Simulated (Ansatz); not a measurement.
Relaxed candidate structures of ZrC2:

A. Fm-3m (No. 225), cF12, fluorite type; a = 5.348 Å, b = 5.348 Å, c = 5.348 Å, α = 90.00°, β = 90.00°, γ = 90.00°; Zr 4a (0.000, 0.000, 0.000); C 8c (0.250, 0.250, 0.250)

B. Cmmm (No. 65), oS6; a = 2.716 Å, b = 6.972 Å, c = 3.104 Å, α = β = γ = 90.00°; Zr 2d (0.500, 0.500, 0.500); C 4i (0.000, 0.300, 0.000)

C. Cmcm (No. 63), oS12; a = 4.465 Å, b = 5.771 Å, c = 5.648 Å, α = β = γ = 90.00°; Zr 4c (0.000, 0.175, 0.250); C 8e (0.349, 0.000, 0.000)

Q: Order them by energy per atom (lowest first) at the level PBE (plane waves to 420 eV, PAW, scalar-relativistic; Ansatz, an electronic-structure program).

A: C (reference, the lowest of the structures calculated here), B (+0.18 eV/atom), A (+1.31 eV/atom)

Each run could gain symmetry but not lose that of its start, so entries can be saddle points. All of these are generated cells (placed on structure types, drawn at random, substituted or restacked) that were not matched to a known phase here. The real structure of this composition may not be among these, and whether this composition forms is not checked here. Static energies at zero pressure. The runs use different k-meshes, so differences are rounded accordingly. No spin polarisation in the result.
